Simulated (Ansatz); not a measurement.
One crystal and one scan (frozen-phonon scan) at two levels, PBE (plane waves to 420 eV, PAW, scalar-relativistic; Ansatz, a quantum-chemistry and plane-wave program) and r2SCAN (plane waves to 500 eV, PAW, scalar-relativistic; Ansatz), each from its own relaxed cell and on its own mesh.

The crystal is Cd (hcp, Mg type); a phonon pattern at M = (0.5, 0.0, 0.0) is frozen into a 4-atom cell, Q being the largest atomic displacement.

Cd was relaxed with its symmetry unable to fall. The PAW data are Ansatz's earlier set. With partly filled bands, energies and forces of such displacements shift with the k mesh and the smearing. Both scans cover Q from -0.180 to 0.180 Å.

```json
[
 {"quantity": "Lattice constant a (Å)", "run 1": "2.962", "run 2": "3.016"},
 {"quantity": "Lattice constant c (Å)", "run 1": "5.801", "run 2": "5.822"},
 {"quantity": "Relaxed volume (Å³/atom)", "run 1": "22.04", "run 2": "22.93"},
 {"quantity": "Energy at Q = 0.180 Å (meV/cell)", "run 1": "699", "run 2": "584"},
 {"quantity": "Harmonic wavenumber from the curvature (finite differences) (cm⁻¹ (negative: imaginary))", "run 1": "154", "run 2": "141"}
]
```

Question: Which run is which level?

Answer: Run 2 is PBE, run 1 is r2SCAN. PBE gives the higher value for: lattice constant a; lattice constant c; relaxed volume. PBE gives the lower value for: energy at Q = 0.180 Å; harmonic wavenumber from the curvature. Both give the same space group of the distorted cell: Pmma (No. 51), lowered from P6_3/mmc. Neither level is exact: the differences show how much the result hangs on the functional.

(A displaced cell: forces are minus the slopes of the energy, force constants its curvatures, and phonons follow from these.)
